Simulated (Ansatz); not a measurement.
The start is a generated trial cell of Cu in the beta-W structure type. Cell shape, volume and atoms are optimised at zero target pressure with PBEsol (plane waves to 420 eV, PAW, scalar-relativistic; Ansatz, a quantum-chemistry and plane-wave program). The first steps use a coarse 7×7×7 k-mesh.

The start:
```
CELL_PARAMETERS angstrom
      4.57844     0.00000     0.00000
      0.00000     4.57844     0.00000
      0.00000     0.00000     4.57844
ATOMIC_POSITIONS crystal
  Cu 0.25000 0.00000 0.50000
  Cu 0.75000 0.00000 0.50000
  Cu 0.00000 0.50000 0.25000
  Cu 0.00000 0.50000 0.75000
  Cu 0.50000 0.25000 0.00000
  Cu 0.50000 0.75000 0.00000
  Cu 0.00000 0.00000 0.00000
  Cu 0.50000 0.50000 0.50000
```

How much energy is released per atom?

0.01 eV/atom.

How does the volume change?

-3.3 %, from 12.00 to 11.61 Å³/atom.

What does it relax into? Give the structure.


Space group Pm-3n (No. 223); a = 4.5282 Å, b = 4.5282 Å, c = 4.5282 Å, α = 90.00°, β = 90.00°, γ = 90.00°

```
atom  site  symmetry       x       y       z
----  ----  --------  ------  ------  ------
Cu      6c     -4m.2  0.0000  0.5000  0.2500
Cu      2a      m-3.  0.0000  0.0000  0.0000
```

The space group stays Pm-3n (No. 223) (the run could not lower it), with 8 atoms in the primitive cell. Final values are on a 10×10×10 k-mesh of the relaxed cell. No spin polarisation in the result.

The run could not lose the symmetry of its start, so the end can be a saddle point.

All atoms sit on sites fixed by symmetry, so only the cell could relax.

The relaxed structure here is a generated cell of Cu: the first start was made by placing the elements on the sites of a structure type, and the end was not matched to a known phase here, so it may be hypothetical. Known forms of Cu include space group No. 225.
